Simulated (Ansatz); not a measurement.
Input file of a DFT run on Yb with Ansatz:

```yaml
crystal:
  lattice:
    - [0.0, 2.4619857114, 2.4619857114]
    - [2.4619857114, 0.0, 2.4619857114]
    - [2.4619857114, 2.4619857114, 0.0]
  atoms:
    - { symbol: Yb, position: [0.0, 0.0, 0.0] }
basis:
  ecutwfc: 420
  ecutrho_ratio: 4
kpoints:
  mp_grid: { grid: [14, 14, 14] }
hamiltonian:
  xc: lda
scf:
  occupations: { method: gaussian, width: 0.05 }
output:
  forces: true
  stress: true
  eigenvalues: true
```

Q: What will the run give?

A: Pressure -0.1 GPa, gap on the mesh zero (metallic) (LDA, scalar-relativistic).

Output, machine lines left out:

```
Pseudopotentials: kind: paw
Pseudopotential: Yb, paw, valence charge 24, recommended cutoff 420 eV (normal), Yb.paw.azcp
Crystal: 1 atoms, lattice volume = 29.846 Å³
Basis set: ecut = 420 eV, 561 PW (Γ)
Bands: 16, of which v1, the nominal top of the filled ones, is band 12 counted from 1 (11 counted from 0)
Symmetry: 48 space group operations
Space group: Fm-3m (ITA 225), of the structure as read, at distance tolerance 3.1e-5 Å
k-points: 104 of 2744
Initial density: superposition of atomic densities (neutral atoms: chi_scale 0, normalization atom), corrected by the library's trained network
Initial wavefunctions: pseudopotential atomic-orbital guess
Functional: x = slater, c = lda
```

SCF trace (energy estimate counted from the last row):
```tsv
iteration	ΔE (eV)	density residual (eV)
1	-0.018	1.19e-1
2	-1.5e-03	9.24e-3
3	-7.4e-04	2.62e-3
4	6.3e-05	2.40e-4
5	-8.0e-06	8.82e-5
6	-2.0e-06	2.12e-5
7	0.000	4.91e-7
8	0.000	2.36e-8
```

```
SCF 1 converged in 8 iterations: F = -13560.686302 eV  dr2 = 2.36e-8
SCF converged after 8 iterations
Free energy (F): -13560.686302 eV
E sigma→0 (E₀):  -13560.685373 eV
Entropy (-TS):   -0.001858 eV (-1.858 meV/atom)
Fermi energy:    12.775930 eV
--- Per-component energies (eV) ---
  E_band       = 51.546135
  E_kinetic    = 358.421682
  E_local      = -5897.210533  (includes V_loc(G=0)·N_el)
  E_nonlocal   = 556.108304
  E_hartree    = 2562.695745
  E_xc         = -162.964187
  E_vxc        = -204.351049  (∫ρ·V_xc dr)
  E_paw        = -7118.428115  (= ΣΔE_a)
  E_vpaw       = 113.182390  (= ΣTr[D̂ρ^β])
  E_aug_tail   = 0.000002  (compensation charges beyond the density's cutoff)
  E_ewald      = -3861.491109
  E_core_change = 2.183765  (= ΣΔE_core)
  E_smearing   = -0.001858  (= −TS)
--- Forces (eV/Å), atoms counted from 1 ---
  atom   1  Yb     0.00000000     0.00000000     0.00000000
--- Stress (GPa, compression-positive) ---
       -0.088827       0.000000       0.000000
        0.000000      -0.088827       0.000000
        0.000000       0.000000      -0.088827
  P = ⅓ Tr σ = -0.0888 GPa (-0.888 kbar)
--- Band table (eV; the first three rows and the last of 104) ---
  k-point 0: bands = ["-38.6819", "-10.7442", "-10.7442", "-10.7442", "7.2603", "12.1924", "12.3337", "12.3337", "12.3337", "12.4831", "12.4831", "12.4831", "15.7634", "15.7634", "15.7634", "18.3217"]
  k-point 1: bands = ["-38.6799", "-10.7777", "-10.7484", "-10.7484", "7.4065", "12.1933", "12.3305", "12.3376", "12.3376", "12.4729", "12.4729", "12.4834", "15.5887", "15.8406", "15.8406", "18.2288"]
  k-point 2: bands = ["-38.6744", "-10.8703", "-10.7601", "-10.7601", "7.8280", "12.1968", "12.3216", "12.3486", "12.3486", "12.4472", "12.4472", "12.4841", "15.1614", "16.0151", "16.0151", "18.0610"]
  k-point 103: bands = ["-38.6291", "-11.1983", "-11.1167", "-10.9795", "12.1419", "12.2962", "12.3341", "12.3388", "12.3687", "12.3789", "12.4109", "12.6940", "13.4850", "14.0751", "16.3658", "20.8376"]
```

It took about 1.6 core-seconds on a shared host.

Without a U the 4f levels of Yb lie too near the Fermi level, so their share of the states there, and what hangs on it, is overstated. These numbers lack spin–orbit coupling. Spin polarisation wasn't allowed in this run, so with an open shell this may not be the ground state.
